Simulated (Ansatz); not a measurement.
Which magnetic order does Cr (P63/mmc) prefer in this cell?

The geometry is a structure as deposited in COD, held fixed and not relaxed.

The runs share LDA, 12×12×7 k mesh, Fermi–Dirac smearing of 0.03 eV. PAW means Ansatz 0.2.0 on its default frozen-core files; LAPW is all-electron LAPW in Ansatz 0.2.0. Site moments are integrated in spheres about the atoms, whose radii differ between the methods.

Input of the first run:

```yaml
crystal:
  lattice:
    - [2.714, 0.0, 0.0]
    - [-1.357, 2.3503929459, 0.0]
    - [0.0, 0.0, 4.41]
  atoms:
    - { symbol: Cr, position: [0.3333333333, 0.6666666667, 0.25], spin: 3.0 }
    - { symbol: Cr, position: [0.6666666667, 0.3333333333, 0.75], spin: 3.0 }
magnetization:
  spin_polarized: true
kpoints:
  mp_grid: { grid: [12, 12, 7] }
scf:
  occupations: { method: fermi_dirac, width: 0.03 }
  lower_state_search: "off"
hamiltonian:
  xc: lda
  pseudopotentials: { kind: paw }
output:
  forces: true
  stress: true
  eigenvalues: true
  populations: true
```

Command: `ansatz run input.yaml --threads 1 --pin off --max-ram 3072MiB --backend cpu --events-out ev --progress --plain --runs-dir out`

The input for «start Cr1↑ Cr2↓» by LAPW differs from it in these lines, output keys apart:

```diff
-    - { symbol: Cr, position: [0.6666666667, 0.3333333333, 0.75], spin: 3.0 }
+    - { symbol: Cr, position: [0.6666666667, 0.3333333333, 0.75], spin: -3.0 }
-  pseudopotentials: { kind: paw }
+  pseudopotentials: { kind: all_electron, lapw: { basis_error: 0.0005 } }
```

Energies count from the run that starts all moments parallel. Patterns list the atoms that start with 0.5 μB or more.

| start | ΔF PAW (meV/atom) | ΔF LAPW (meV/atom) | largest moment, PAW (μB) | M, PAW (μB/cell) | order at the end, PAW | P, PAW (GPa) |
| --- | --- | --- | --- | --- | --- | --- |
| Cr1↑, Cr2↑ | 0.0 | 0.0 | ? | 1.12 | kept | -38.3 |
| Cr1↑, Cr2↓ | +4.5 | 0.0 | 0.00 | 0.00 | moments lost | -39.2 |
| no spin polarisation | +4.5 | – | 0.00 | 0.00 | – | -39.2 |

Q: Fill in "largest moment, PAW (μB)" for the row "Cr1↑, Cr2↑".

A: 0.51.

The lowest of these ends as follows. Site moments (μB): Cr1 0.51, Cr2 0.51. Cell moment 1.12 μB. Orders of other supercells weren't tried and can lie lower.

The PAW files were made with PBE; the program remakes their cores once for the run's functional and then keeps them frozen. This cell lies far from its zero-pressure volume, so the numbers describe the cell as given rather than the relaxed compound. The Ansatz runs typed with the search for lower states off end where their start leads. The magnetic state is the one that this cell and start allow. It needn't be the compound's measured order, which may need a larger cell or be absent.
